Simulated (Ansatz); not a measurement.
The relaxed structure here is a generated cell of TiSi2: the first start was made by placing the elements on the sites of a structure type, and the end was not matched to a known phase here, so it may be hypothetical. Known forms of TiSi2 include space group No. 63, 70.

One starting cell of TiSi2 (a generated trial cell of TiSi2 in the AFLOW prototype AB2_hP3_164_a_d (C6, as in CdI2)) was relaxed twice with Ansatz (plane waves, PAW, scalar-relativistic): with r2SCAN at 500 eV and with PBE at 420 eV. The r2SCAN result:

```yaml
crystal:
  lattice:
    - [2.84073, 0.00000, 0.00000]
    - [-1.42037, 2.46015, 0.00000]
    - [0.00000, 0.00000, 6.21914]
  atoms:
    - { symbol: Ti, position: [0.00000, 0.00000, 0.00000] }
    - { symbol: Si, position: [0.33333, 0.66667, 0.33484] }
    - { symbol: Si, position: [0.66667, 0.33333, 0.66516] }
```

| quantity | r2SCAN | PBE |
|---|---|---|
| space group | P-3m1 | P-3m1 |
| volume (Å³/atom) | 14.49 | (withheld) |
| a (Å) | 2.841 | (withheld) |
| c (Å) | 6.219 | (withheld) |
| gap (eV, no spin-orbit coupling) | 0.00 | (withheld) |

Fill in the PBE column.


- volume (Å³/atom), PBE: 14.74
- a (Å), PBE: 2.858
- c (Å), PBE: 6.250
- gap (eV, no spin-orbit coupling), PBE: 0.00

Both levels end in the same structure; PBE's volume is 1.7 % larger. Neither column is exact.

No spin polarisation in the result.

The run could not lower the symmetry of its start; a shaken copy of this end point relaxes with r2SCAN to P4/mmm (No. 123), 0.28 eV/atom lower.

Ansatz is a first-principles code.
